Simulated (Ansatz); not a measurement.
HfSi: relaxed-ion elastic tensor

Method: DFT HSE06, scalar-relativistic, plane waves, PAW (Ansatz). Settings: 420 eV plane-wave cutoff, Γ-centred 10×10×10 mesh, Fermi-Dirac smearing of 0.15 eV. No spin polarisation.

The cell is fixed (symmetry leaves no force on the atoms) and stands under 0.1 GPa:
```
CELL_PARAMETERS angstrom
0.00000 2.67320 2.67320
2.67320 0.00000 2.67320
2.67320 2.67320 0.00000
ATOMIC_POSITIONS crystal
Hf 0.00000 0.00000 0.00000
Si 0.50000 0.50000 0.50000
```

The cell is the ideal cubic rocksalt prototype; whether it is the stable structure of this composition wasn't checked. In a metal, frequencies and elastic constants depend on the k mesh and the smearing, soft modes and shear constants most. Spin–orbit coupling is left out, which can shift energies with elements as heavy as these.

(1) Give the relaxed-ion elastic constants (GPa, Voigt order xx yy zz yz xz xy, on the axes of the cell above).

(2) Is the crystal stable against homogeneous strain?

(3) And the moduli of a polycrystal (Hill averages)?

## Answers

(1)
C11 = 275.7, C12 = 46.4, C13 = 46.4, C22 = 275.7, C23 = 46.4, C33 = 275.7, C44 = 24.8, C55 = 24.8, C66 = 24.8 GPa; the others vanish.

(2) Yes: the least eigenvalue of the tensor is 24.8 GPa.

(3) B = 123 GPa, G = 48 GPa, E = 128 GPa, ν = 0.33.

Cost: 1 run of about 28 core-minutes, on Intel Xeon 6975P-C (Granite Rapids) (shared hosts).